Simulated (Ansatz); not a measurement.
Li$_{3}$Pb in space group Fm-3m (No. 225; Pb on 4a, Li on 4b, Li on 8c), r²SCAN in the plane-wave PAW code Ansatz, all energies at zero smearing, with the estimated change up to a 700 eV cutoff added, with one set of potentials and settings (totals compare only within such a set). Cell of 4 atoms (1 Pb, 3 Li): -12537.806 eV.

```csv
element,reference phase,E (eV/atom)
Pb,"Fm-3m, 1 atoms in the cell",-11920.8594
Li,"Fm-3m, 1 atoms in the cell",-205.1371
```

Formation energy per atom, worked out: (-12537.806 − 1×(-11920.8594) − 3×(-205.1371))/4 = -0.384 eV/atom (-37 kJ per mol of atoms), at 0 K, without zero-point energy or fitted corrections.

The workflow started from an entry of the Crystallography Open Database (COD). Whether it is the stable phase at ambient conditions was not checked. Symmetry was held in the r²SCAN relaxation; whether a distortion lowers the energy is not shown. The references are the lowest solids computed at this level, not always the standard phases. Scalar-relativistic: spin–orbit coupling is off unless named, which matters more the heavier the elements.

Potentials: the later of the program's two PAW sets.
